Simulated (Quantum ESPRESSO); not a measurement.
Moving one atom in AgRh3RuTa3

Calculated results; nothing here was measured. They come from Quantum ESPRESSO 7.5, a public plane-wave density functional program. Each row is one single-point run on a made-up periodic cell of eight metal atoms, with elements, volume, strain and displacements drawn at random and not relaxed, so a cell may be unstable or far from any real phase. There is no spin polarisation or spin-orbit coupling.

Settings: PBE unless stated; PseudoDojo standard norm-conserving files; Fermi-Dirac width 0.25 eV, which means electrons at about 2900 K; cutoff 1197 eV; 9 x 5 x 3 k mesh shifted half a step off Gamma. E is the free energy of the whole cell (internal energy minus TS), so a -TS column is already part of it. Stress is positive in tension, and the pressure P is minus a third of its trace.

Checks: one run of this series was repeated at a higher cutoff and on a denser mesh, which moved values by no more than 0.005 eV, 0.18 GPa and 0.010 eV/Å, and a second program with other atomic files agreed on it to 2 % rms in force and 0.5 GPa in pressure. Known limits: heavy elements are run without spin-orbit coupling, which real alloys of them have; a spin test at this wide smearing found no moment, but such smearing suppresses magnetism that the real alloy may have.

The lattice is hexagonal close-packed, and the cell vectors in Å are (-2.714, 0.000, 0.000); (0.000, 4.701, 0.000); (1.357, -2.350, -9.101), a volume of 116.11 Å³. The elements on sites 1 to 8 are Ta Rh Ta Rh Ag Ru Ta Rh. The runs move the Rh atom on site 8 by u along z from its drawn, already displaced place and keep all else fixed. Forces are on that atom, and E is counted from run 4.

| run | u (Å) | Fx (eV/Å) | Fy (eV/Å) | Fz (eV/Å) | P (GPa) | E (meV) |
|---|---|---|---|---|---|---|
| 1 | -0.1355 | 0.820 | -1.992 | 2.240 | 28.14 | 220.3 |
| 2 | -0.0973 | 0.794 | -1.902 | 1.825 | 27.85 | 142.7 |
| 3 | -0.0584 | ? | ? | ? | ? | ? |
| 4 | 0.0173 | 0.733 | -1.703 | 0.684 | 27.51 | 0.0 |
| 5 | 0.0361 | 0.726 | -1.680 | 0.503 | 27.52 | -11.2 |
| 6 | 0.0499 | 0.720 | -1.665 | 0.370 | 27.55 | -17.2 |
| 7 | 0.1348 | 0.692 | -1.601 | -0.479 | 27.97 | -13.0 |

## Worked fit

A parabola through the runs shown gives Fz = 0.860 - 10.00 u + 0.8 u² eV/Å, with an error of 0.06 on the linear term and a scatter of 0.012 eV/Å. Minus its integral from run 1 to run 7 is -235 meV, and the table's energies differ by -233 meV.

## Withheld run

Question: what Fz should run 3 give?

The fit gives 1.447 ± 0.014 eV/Å. The calculation gave 1.424 eV/Å.
